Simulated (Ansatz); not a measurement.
Ba2BiSb2:
```yaml
crystal:
  lattice:
    - [-2.41450, 3.83477, 5.06232]
    - [2.41450, -3.83477, 5.06232]
    - [2.41450, 3.83477, -5.06232]
  atoms:
    - { symbol: Bi, position: [0.00000, 0.00000, 0.00000] }
    - { symbol: Ba, position: [0.71938, 0.21938, 0.50000] }
    - { symbol: Ba, position: [0.28062, 0.78062, 0.50000] }
    - { symbol: Sb, position: [0.70272, 0.50000, 0.20272] }
    - { symbol: Sb, position: [0.29728, 0.50000, 0.79728] }
```

Relaxed with PBE. Special points in fractions of this cell's reciprocal vectors: Γ (0.000, 0.000, 0.000); X (0.500, 0.500, -0.500); F2 (0.307, 0.693, -0.307); Σ0 (-0.307, 0.307, 0.307); Y0 (0.393, -0.393, 0.393); U0 (0.607, 0.393, -0.393); R (0.000, 0.500, 0.000); W (0.250, 0.250, 0.250); S (0.500, 0.000, 0.000); T (0.000, 0.000, 0.500).

Problem. List the band energies nearest the Fermi level at these points for plane-wave PAW PBE (Ansatz code).

Solution. In eV from the Fermi level; about four levels below and three above (degenerate sets whole), none deeper than 8.9 eV; points with the same levels are listed once.

| k | below | above |
|---|---|---|
| Γ | -1.62 -0.80 -0.73 -0.63 | 0.28 1.12 2.37 |
| X | -2.17 -1.23 -0.42 -0.18 | 0.06 0.21 1.03 |
| F2 | -2.31 -1.64 -1.27 -1.20 | 1.14 1.65 1.98 |
| Y0 | -2.12 -1.33 -0.90 -0.43 | 0.29 0.92 1.11 |
| R | -2.18 -1.53 -1.45 -1.26 | 1.21 1.73 2.08 |
| W | -1.74 -1.38 -1.21 -0.71 | 0.59 1.09 3.06 |
| S | -2.17 -2.14 -1.38 -0.14 | 0.30 0.84 1.58 |
| T | -1.71 -1.49 -1.38 -0.75 | 0.85 2.20 2.32 |

Space group Immm. The workflow started from an entry of the Crystallography Open Database (COD, 293 K). Whether it is the stable phase at ambient conditions was not checked. The cell was relaxed with PBE under the symmetry of its start; whether a distortion lowers the energy is not shown. Scalar-relativistic: spin–orbit coupling is off unless named, which matters more the heavier the elements.

Potentials: the later of the program's two PAW sets.
